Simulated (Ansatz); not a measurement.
Simulated powder pattern, Cu Kα, λ = 1.54184 Å (kinematic, ideal powder, no thermal factors, no anomalous dispersion; the 30 strongest lines at most, above 1 %, up to 2θ = 90°):

| 2θ (°) | d (Å) | I/Imax (%) |
|---|---|---|
| 30.01 | 2.978 | 32 |
| 34.79 | 2.579 | 100 |
| 50.02 | 1.824 | 69 |
| 59.44 | 1.555 | 15 |
| 62.37 | 1.489 | 23 |
| 73.44 | 1.289 | 10 |
| 81.31 | 1.183 | 5.3 |
| 83.90 | 1.153 | 29 |

The pattern belongs to a structure relaxed with PBE (plane waves, PAW; program Ansatz).

### Question
Which of these materials gives this?
A) Ga, α-Ga
B) GaP, rock salt
C) MoRu, rock salt
D) AlPd, rock salt

### Answer
B, GaP, rock salt

### Question
Give the lattice parameters.

### Answer
a = 5.158 Å.

Space group Fm-3m (rock salt). The start of the workflow was typed in or built on a structure type; neither database checked (COD, Materials Project) lists it. It is not the phase usual at ambient conditions (space group No. 216). The PBE relaxation kept the symmetry of its start; its stability against distortions is not shown here. Scalar-relativistic: spin–orbit coupling is off unless named, which matters more the heavier the elements.

Potentials: the earlier of the program's two PAW sets.
